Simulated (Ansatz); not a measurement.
This Zr₂SeS₂ structure is the end of a relaxation. The cell was found from a structure generator's guess, not taken from experiment.

The calculation used DFT PBE, scalar-relativistic, plane waves, PAW in Ansatz. Cutoff 420 eV, Γ-centred mesh, Gaussian smearing, collinear spin.

```
Zr Se S
1.0
     5.68153    0.00000    0.00000
    -2.84077    4.92035    0.00000
     0.00000    0.00000    4.81845
Zr Se S
2 1 2
Direct
  0.33333 0.66667 0.50000
  0.66667 0.33333 0.50000
  0.00000 0.00000 0.00000
  0.33333 0.66667 0.00000
  0.66667 0.33333 0.00000
```

The zero of energy is the elements' standard structures at the same level; no fitted shifts are applied.

(1) Find its symmetry and describe it.

(2) What is its formation energy per atom?

(3) Is it a metal?

(4) Which magnetic moments does it keep?

## Answers

(1) P6/mmm (No. 191). Conventional cell: a = 5.682 Å, c = 4.818 Å. Around Zr lie 2 S at 2.41 Å; Se has 6 S at 3.28 Å (long against covalent radii, as for large ions); around S lie 2 Zr at 2.41 Å, 3 Se at 3.28 Å and 3 S at 3.28 Å.

(2) +0.27 eV/atom. It can't be a ground state, since the elements alone are lower.

(3) Yes, bands cross the Fermi level on the 12×12×8 mesh.

(4) 0.72 μB per atom net, the space between the atoms included; by site: Zr 0.6 (×2); Se 0.6 μB.

The last run used collinear spin, a 12×12×8 mesh (in the run's order of axes) for its 5-atom cell and Gaussian smearing of 0.10 eV. The reference forms of S and Se are held partly by dispersion forces, which this level lacks. The magnetic state reached may not be the lowest. A structure relaxed within its symmetry needn't be a true minimum. Another cell of Zr2SeS2 relaxed alike but without spin, in P-6m2, lies 1.67 eV/atom lower, so this cell isn't the stable form at this level.
